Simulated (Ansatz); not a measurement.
GaN:
```cif
data_Ga3N3
_chemical_formula_sum 'Ga3 N3'
_space_group_name_H-M_alt 'P6422'
_space_group_IT_number 181
_space_group_name_Hall 'P 64 2 (0 0 2)'
_cell_length_a 3.09703
_cell_length_b 3.09703
_cell_length_c 7.28450
_cell_angle_alpha 90.000
_cell_angle_beta 90.000
_cell_angle_gamma 120.000
loop_
_atom_site_label
_atom_site_type_symbol
_atom_site_symmetry_multiplicity
_atom_site_Wyckoff_symbol
_atom_site_fract_x
_atom_site_fract_y
_atom_site_fract_z
_atom_site_occupancy
Ga1 Ga 3 d 0.50000 0.00000 0.50000 1
N1 N 3 c 0.50000 0.00000 0.00000 1
```

Relaxed with LDA.

Give the optical modes at the zone centre with their infrared and Raman activity from DFPT, LDA in the plane-wave PAW code Ansatz.

Transverse frequencies, without the LO–TO term; a row sums one degenerate level.

```tsv
ω (cm⁻¹)	degeneracy	IR ((D/Å)²/amu)	Raman (Å⁴/amu)	activity	symmetry
102	1	0.00	0	silent	B1
124	2	4.83	2.4	IR+Raman	E1
148	1	0.00	0	silent	B2
325	2	0.00	0.44	Raman	E2
380	1	0.00	0	silent	B1
417	2	53.39	98	IR+Raman	E1
491	1	54.68	0	IR	A2
539	2	44.93	130	IR+Raman	E1
633	1	0.00	0	silent	B2
697	2	0.00	190	Raman	E2
```

How high does the top mode go among those that the LO–TO term moves?

697 cm⁻¹ for q along x, 697 cm⁻¹ for q along y, 704 cm⁻¹ for q along z.

Space group P6_422. The start of the workflow was typed in or built on a structure type; neither database checked (COD, Materials Project) lists it. It is not the phase usual at ambient conditions (space group No. 186, 216). Symmetry was held in the LDA relaxation; of distortions, only those at the zone centre were tested. The volume moved by -25 % from the start of the relaxation. A crystal of weakly bound chains computed without a dispersion correction: the cell and the soft elastic constants depend strongly on that.

Potentials: the later of the program's two PAW sets.
